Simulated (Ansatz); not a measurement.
SiGe3 in space group P-4m2 (No. 115; Si on 1a, Ge on 2g, Ge on 1c), r²SCAN (plane waves, PAW; program Ansatz). The conduction-band minimum lies at R, with 2 equivalent valleys. Second derivatives d²E/dk² of the lowest band at one valley (eV·Å²), along Cartesian directions:

```
direction  d²E/dk²
---------  -------
[100]        95.91
[010]        33.76
[001]        68.11
[110]        64.89
[101]        82.04
[011]        50.59
```

Find the principal effective masses, the density-of-states mass and the conductivity mass.

Off-diagonal terms follow from H_xy = H[110] − (H_xx + H_yy)/2, and m*/mₑ = 7.620 eV·Å² over each eigenvalue: 0.079, 0.11, 0.23. One valley's DOS mass (m₁m₂m₃)^(1/3) = 0.13, conductivity mass 3/(Σ 1/mᵢ) = 0.12 mₑ.

What effective density of states Nc follows at 300 K for parabolic valleys?

Nc = 2.509e19 × 2 × (0.13)^(3/2) ≈ 2.4e18 cm⁻³.

The start of the workflow was typed in or built on a structure type; neither database checked (COD, Materials Project) lists it. Its standing as an ambient phase is unchecked. The r²SCAN relaxation kept the symmetry of its start; whether a distortion lowers the energy is not shown. Scalar-relativistic: spin–orbit coupling is off unless named, which matters more the heavier the elements.

Potentials: the earlier of the program's two PAW sets.

Edges and masses are those of Kohn–Sham bands, whose gap is no quasiparticle gap.
